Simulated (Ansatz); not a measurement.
Problem. Ti (hcp (Mg type), P6_3/mmc) is relaxed with plane-wave PAW PBE (Ansatz code). What lattice parameters of the conventional cell result?

Solution. a = 2.939 Å, c = 4.648 Å.

Symmetry was held in the PBE relaxation. No spin polarisation was allowed. Axis ratios of metals converge slowly with the k-mesh, so a and c are less sure than the volume.

Potentials: the earlier of the program's two PAW sets.
